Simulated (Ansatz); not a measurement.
Band structure of MoN2

```xyz
3
Lattice="2.9914 0.0000 0.0000 -1.4957 2.5906 0.0000 0.0000 0.0000 5.5285" Properties=species:S:1:pos:R:3 pbc="T T T"
Mo    0.0000    0.0000    0.0000
N     0.0000    1.7271    1.0538
N     1.4957    0.8635    4.4747
```

Atom numbers follow the list: Mo1, N2, N3.

The structure comes from a relaxation in the same program, started in the CdI2 type, and has space group P-3m1. Whether it is a known phase or the ground state wasn't checked.

Theory: DFT, PBE, all-electron LAPW, scalar-relativistic in Ansatz 0.2.0.

Settings: a Γ-centred 14×14×8 k mesh, Fermi–Dirac smearing of 0.03 eV, basis error target 1 meV/atom, no spin polarisation.

Points in fractions of the reciprocal vectors of this cell: Γ (0, 0, 0), M (0.5, 0, 0), K (0.333, 0.333, 0), A (0, 0, 0.5), L (0.5, 0, 0.5), H (0.333, 0.333, 0.5). The path joins them by straight lines in the order Γ–M–K–Γ–A–L–H–A–L; legs that retrace an earlier one aren't tabulated. Energies are in eV from the Fermi level.

(1) List the levels at A between -20 and 5.5 eV.

(2) List the levels at Γ between -20 and 5.5 eV.

(3) List the levels at K between -20 and 5.5 eV.

(4) What is the band gap?

Results:

(1) -15.36, -12.71, -5.60 (×2), -5.33, -1.50, -0.21 (×2), -0.11 (×2), 3.25.

(2) -15.40, -12.62, -5.67, -5.60 (×2), -0.75, -0.21 (×2), -0.10 (×2), 2.84.

(3) -13.52 (×2), -5.06 (×2), -3.63, -2.49 (×2), -1.18, 0.41, 2.69 (×2).

(4) None at this level of theory (metallic, semimetallic, or a small gap that the functional closes).
